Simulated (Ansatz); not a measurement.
Input file for Ansatz (a quantum-chemistry and plane-wave program):

Ansatz 0.2 input:
```yaml
crystal:
  lattice:
    - [6.9946660038, 0.0, 0.0]
    - [0.0, 6.9946660038, 0.0]
    - [0.0, 0.0, 3.6679325737]
  atoms:
    - { symbol: Hf, position: [0.6730931152, 0.8269068848, 0.5] }
    - { symbol: Hf, position: [0.3269068848, 0.1730931152, 0.5] }
    - { symbol: Hf, position: [0.1730931152, 0.6730931152, 0.5] }
    - { symbol: Hf, position: [0.8269068848, 0.3269068848, 0.5] }
    - { symbol: Hf, position: [0.5, 0.5, 0.0] }
    - { symbol: Hf, position: [0.0, 0.0, 0.0] }
    - { symbol: Si, position: [0.6237035854, 0.1237035854, 0.0] }
    - { symbol: Si, position: [0.3762964146, 0.8762964146, 0.0] }
    - { symbol: Si, position: [0.8762964146, 0.6237035854, 0.0] }
    - { symbol: Si, position: [0.1237035854, 0.3762964146, 0.0] }
kpoints:
  mp_grid: { grid: [6, 6, 11] }
hamiltonian:
  xc: r2scan
  pseudopotentials: { kind: paw }
scf:
  occupations: { method: gaussian, width: 0.05 }
checkpoint: { read: metal.run }
output: { write_density: true, elf: true, volumetric_format: npy }
basis: { fft_grid_basis: typed }
```

Output (shortened):

```
Pseudopotential: Hf, paw, valence charge 26
Pseudopotential: Si, paw, valence charge 4
Functional definition: r2SCAN
Crystal: 10 atoms, lattice volume = 179.455 Å³
Basis set: ecut = 500 eV, 4561 PW (Γ), exchange–correlation on 216×216×108 points (64 copies of the dense FFT grid, shifted against one another)
Bands: 104, of which v1, the nominal top of the filled ones, is band 86 counted from 1 (85 counted from 0)
Symmetry: 16 space group operations
Space group: P4/mbm (ITA 127), of the structure as read, at distance tolerance 5.6e-5 Å
k-points: 60 of 396
Stability of the state it starts from, as read at its close in the unpolarized treatment …
iter 1 solved again at ethr=7.61e-8 eV; its pass at ethr=3.10e-3 eV (dr2=1.31e-4 eV) is discarded
SCF iter   1: F=—  HF=-96963.067966 eV  |F-HF|=—  |Δ(HF+E_count)|=         —  Δρ=4.11e-7  dr2=2.61e-10  dr2_τ=2.14e-11  ethr=7.61e-8  ⟨swp⟩=3.0  Hψ=39063  notcnv=0
preconditioner: auto → Kerker (q_TF=auto, 2.709 Å⁻¹)
SCF iter   2: F=—  HF=-96963.068263 eV  |F-HF|=—  |Δ(HF+E_count)|=   2.98e-4  Δρ=1.82e-7  dr2=5.27e-11  dr2_τ=1.88e-11  ethr=1.00e-12  ⟨swp⟩=6.6  Hψ=26176  notcnv=0
SCF iter   3: F=-96963.068263 eV  HF=-96963.068263 eV  |F-HF|=1.46e-11  |Δ(HF+E_count)|=  2.91e-11  Δρ=1.26e-7  dr2=2.38e-11  dr2_τ=8.94e-13  ethr=1.00e-12  ⟨swp⟩=1.0  Hψ=12732  notcnv=0
SCF 1 converged in 3 iterations: F = -96963.068263 eV  dr2 = 2.38e-11
SCF converged after 3 iterations
Free energy (F): -96963.068263 eV
Harris-Foulkes:  -96963.068263 eV  (|F-HF|=1.46e-11)
Internal energy: -96963.060243 eV  (E = F + TS)
E sigma→0 (E₀):  -96963.064253 eV
Entropy (-TS):   -0.008020 eV (-0.802 meV/atom)
Fermi energy:    17.854298 eV
--- Per-component energies (eV) ---
  E_band       = 61.475556
  E_kinetic    = 2715.271762
  E_local      = -33729.292500  (includes V_loc(G=0)·N_el)
  E_nonlocal   = -7393.755223
  E_hartree    = 15909.823435
  E_xc         = -1912.283902
  E_vxc        = -1968.035367  (∫ρ·V_xc dr)
  E_paw        = -43788.380438  (= ΣΔE_a)
  E_vpaw       = 8523.007094  (= ΣTr[D̂ρ^β])
  E_aug_tail   = 0.000010  (compensation charges beyond the density's cutoff)
  E_vtau       = 94.633058  (kinetic-family band-sum trace: ∫τ·v_τ [+ j·A + Jᵃ·Aᵃ] dr)
  E_ewald      = -28766.066787
  E_core_change = 1.623399  (= ΣΔE_core)
  E_smearing   = -0.008020  (= −TS)
  E_closure    =  0.000000  (closes the sum)
  Σ components = -96963.068263   (vs F -96963.068263, Δ=0.00e0)
  [band-id]    e_kinetic+e_local+e_nonlocal+2·e_hartree+e_vxc+e_vpaw+e_augmentation_tail+e_vtau = 61.475706   (vs E_band 61.475556, Δ=1.50e-4)
--- Band table (eV; the first three rows and the last of 60) ---
  k-point 0: bands = ["-45.4291", "-45.4184", "-45.4174", "-45.4174", "-45.2107", "-45.2063", "-13.6567", "-13.6567", "-13.6357", "-13.5461", "-13.5169", "-13.4597", "-13.4597", "-13.4580", "-13.4571", "-13.4571", "-13.4390", "-13.3350", "-13.2696", …
  k-point 1: bands = ["-45.4285", "-45.4181", "-45.4171", "-45.4171", "-45.2105", "-45.2064", "-13.6463", "-13.6463", "-13.6338", "-13.5549", "-13.5143", "-13.5006", "-13.5006", "-13.4680", "-13.4610", "-13.4396", "-13.4396", "-13.3341", "-13.2525", …
  k-point 2: bands = ["-45.4269", "-45.4174", "-45.4165", "-45.4165", "-45.2099", "-45.2068", "-13.6285", "-13.6195", "-13.6195", "-13.5736", "-13.5588", "-13.5588", "-13.5125", "-13.5121", "-13.4946", "-13.4285", "-13.4285", "-13.3315", "-13.2189", …
  k-point 59: bands = ["-45.4184", "-45.4184", "-45.4144", "-45.4144", "-45.2079", "-45.2079", "-13.7297", "-13.7297", "-13.5836", "-13.5836", "-13.5661", "-13.5661", "-13.5569", "-13.5569", "-13.4085", "-13.4085", "-13.3898", "-13.3898", "-13.2800", …
```

Cost: about 80 core-seconds (a rough figure) on shared cores.

The first step of the workflow began from a Materials Project structure, measured or hypothetical; the Crystallography Open Database copy checked does not list it. Its standing as an ambient phase is unchecked. The cell was relaxed with r²SCAN under the symmetry of its start; its stability against distortions is not shown here. No spin polarisation was allowed. Spin–orbit coupling is left out wherever it is not named.

Potentials: the later of the program's two PAW sets.

Ansatz is a plane-wave DFT program.
